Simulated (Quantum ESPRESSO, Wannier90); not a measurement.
Tight-binding from DFT: ZnCdS2 (P3m1)

```
CELL_PARAMETERS angstrom
      4.01080     0.00000     0.00000
     -2.00540     3.47345     0.00000
      0.00000     0.00000     6.63060
ATOMIC_POSITIONS crystal
  Zn 0.00000 0.00000 0.99976
  Cd 0.33333 0.66667 0.50562
  S  0.33333 0.66667 0.89201
  S  0.00000 0.00000 0.35460
```

Structure: Materials Project mp-1215475, symmetrised, not relaxed again. Not found in the COD (Crystallography Open Database) copy used; not checked further. Level: PBEsol, no spin polarisation, no spin-orbit coupling; pw.x of Quantum ESPRESSO at 82 Ry with PseudoDojo potentials, 6×6×4 k-points, Wannier90. Density: 12×12×6 mesh, cold smearing 0.01 Ry.

Base run: 16 functions from bands 9-10,21-48 of the 48 computed, start hydrogen-like Zn: s;p; Cd: s;p; S: s;p, centres 0.05 Å off the atoms, frozen window up to 2.68 eV relative to the valence-band maximum, outer window open. Bands 11–15 (Cd 4d 93 %), 16–20 (Zn 3d 93 %) lie between the kept ones and are excluded. Rows change the key named; with other orbitals the number of functions and the frozen window follow, as listed; window edges are relative to the valence-band maximum. The misfit compares interpolated bands with pw.x on a high-symmetry path, for states up to 2.2 eV relative to the valence-band maximum. Converged means that the tolerances were met: symmetric starts can stop on a saddle, which shows as a larger Ω_OD at equal Ω_I and can move the misfit too.

Rows with other orbitals or bands describe another subspace, so their Ω_I can't be set against the base's. Runs that didn't settle are not listed.

| setting | orbitals | bands | functions | frozen to (eV) | Ω_I (Å²) | Ω_D (Å²) | Ω_OD (Å²) | rms misfit (meV) | worst (meV) | ended |
|---|---|---|---|---|---|---|---|---|---|---|
| base | Zn sp, Cd sp, S sp | 9-10,21-48 | 16 | 2.68 | 24.47 | 0.01 | 3.66 | 2.3 | 14 | converged |
| num_iter = 0 (projection only), orbitals on the atoms | Zn sp, Cd sp, S sp | 9-10,21-48 | 16 | 2.68 | 24.47 | 0.03 | 10.76 | 2.5 | 13 | no minimisation |
| start: the same orbitals exactly on the atoms | Zn sp, Cd sp, S sp | 9-10,21-48 | 16 | 2.68 | 24.47 | 0.01 | 3.64 | 2.3 | 15 | converged |
| other orbitals: Zn: s;p; Cd: s;p; S: p | Zn sp, Cd sp, S p | 21-48 | 14 | 2.68 | 24.96 | 0.02 | 3.28 | 2.8 | 17 | converged |
| other orbitals: Zn: s;p;d; Cd: s;p;d; S: s;p | Zn spd, Cd spd, S sp | 9-48 | 26 | 2.68 | 22.57 | 0.01 | 4.45 | 1.0 | 7.3 | converged |
| start: sp3 on every atom | Zn sp, Cd sp, S sp | 9-10,21-48 | 16 | 2.68 | 24.47 | 0.01 | 3.64 | 2.3 | 16 | converged |
| start: atomic waves of the pseudopotential files | Zn 4s, Cd 5s, S 3s, S 3p | 9-10,21-48 | 10 | 2.68 | 18.33 | 0.01 | 1.15 | 9.4 | 136 | converged |
| atomic waves with projectability windows 0.01 and 0.95 | Zn 4s, Cd 5s, S 3s, S 3p | 9-10,21-48 | 10 | 2.68 | 19.52 | 0.03 | 1.76 | 3.0 | 36 | converged |
| start: SCDM erfc, mu = fit minus three sigma, no disentanglement steps | Zn 4s, Cd 5s, S 3s, S 3p | 9-10,21-48 | 10 | none | 28.27 | 0.47 | 4.95 | 4.6 | 41 | converged |
